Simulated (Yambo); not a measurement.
Yambo run on SiO2 (space group I-42d, No. 122). The wavefunctions are PBEsol (pw.x of Quantum ESPRESSO, ONCV potentials, scalar-relativistic) ones on a 4×4×4 mesh (16 occupied bands); a = b = c = 5.0634 Å, α = β = 121.42°, γ = 87.56°.

Yambo input:

```
rim_cut
HF_and_locXC
RandQpts= 1000000
RandGvec= 1 Ry
EXXRLvcs= 84 Ry
VXCRLvcs= 336 Ry
% QPkrange
 1 | 1 | 16 | 17 |
 3 | 3 | 16 | 17 |
 6 | 6 | 16 | 17 |
 8 | 8 | 16 | 17 |
 13 | 13 | 16 | 17 |
%
```

k points by index: 1 = Γ, 3 = X, 6 = N, 8 = P, 13 = Z.

The o-*.hf file then holds:

```
#    K-point    Band    Eo [eV]    Ehf [eV]    Vxc [eV]    Vnlxc [eV]
#
    1    16    0.000000    -6.030719    -19.56327    -25.59399
    1    17    5.928665    10.02383    -9.595542    -5.500375
    3    16    -0.344524    -6.416828    -19.58751    -25.65982
    3    17    9.114951    13.86988    -10.75742    -6.002488
    6    16    -0.141487    -6.198021    -19.37368    -25.43021
    6    17    8.197728    13.35479    -11.97890    -6.821840
    8    16    -0.447917    -6.575538    -19.33905    -25.46667
    8    17    9.411516    15.03736    -12.79032    -7.164485
    13    16    -0.327990    -6.380494    -19.47227    -25.52478
    13    17    8.894865    13.55356    -10.75091    -6.092217
```
Exchange alone, without screening.

Geometry of the Materials Project entry, not relaxed at this level.

This is not the ordinary phase of the substance; no match was found in the copy of COD used, and its stability was not checked.
